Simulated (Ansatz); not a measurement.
Data sheet: Mo$_{3}$Ir (DFT)

Mo$_{3}$Ir:
Space group Pm-3m (No. 221); a = 3.9140 Å, b = 3.9140 Å, c = 3.9140 Å, α = 90.00°, β = 90.00°, γ = 90.00°

| atom | site | symmetry | x | y | z |
|---|---|---|---|---|---|
| Mo | 3c | 4/mm.m | 0.0000 | 0.5000 | 0.5000 |
| Ir | 1a | m-3m | 0.0000 | 0.0000 | 0.0000 |

Space group Pm-3m (No. 221), Cu3Au type; conventional cell a = b = c = 3.914 Å, α = β = γ = 90.00°.

Method: PBEsol in the plane-wave PAW code Ansatz. The cell and atoms are relaxed at this level. Other levels are named where they apply.

### Cell and energy

- Volume per atom: 14.99 Å³
- Density: 13.30 g/cm³
- Formation energy from the elements (no fitted shifts): -0.013 eV/atom

### Electronic structure

- Electronic character = metallic (no gap)
- Density of states at the Fermi level = 1.0 states/eV per atom (mean over ±0.08 eV)
- Gap with spin–orbit coupling = none (metallic)

### Mechanics

- Bulk modulus (Birch–Murnaghan fit) = 2990 kbar
- Pressure derivative B′ = 4.3
- Elastic constants (relaxed ions, GPa) = C11 = 392, C12 = 253, C44 = 156
- Mechanical stability = stable (all eigenvalues of C positive)
- Hill bulk and shear moduli = 300 and 113 GPa
- Young's modulus = 301 GPa
- Poisson's ratio = 0.33
- Debye temperature from the elastic constants = 395 K

### Phonons

- Highest zone-centre frequency: 7.55 THz
- Zone-centre stability: no imaginary mode at Γ

The cell is a constructed one: a structure type filled with these elements; neither database checked (COD, Materials Project) lists it. Whether it is the stable phase at ambient conditions was not checked. The cell was relaxed with PBEsol under the symmetry of its start. No spin polarisation was allowed. As this level gives no gap, shear constants depend on the k-mesh and smearing (Fermi–Dirac, 0.1 eV here). As this level gives no gap, phonon frequencies hold no LO–TO term and depend on the k-mesh and smearing (Fermi–Dirac, 0.1 eV here). The references are the lowest solids computed at this level, not always the standard phases. Scalar-relativistic: spin–orbit coupling is off unless named, which matters more the heavier the elements.

Potentials: the earlier of the program's two PAW sets. The files were generated under PBE; for other functionals the program regenerates the frozen cores, and for LDA and PBEsol the local potential too.
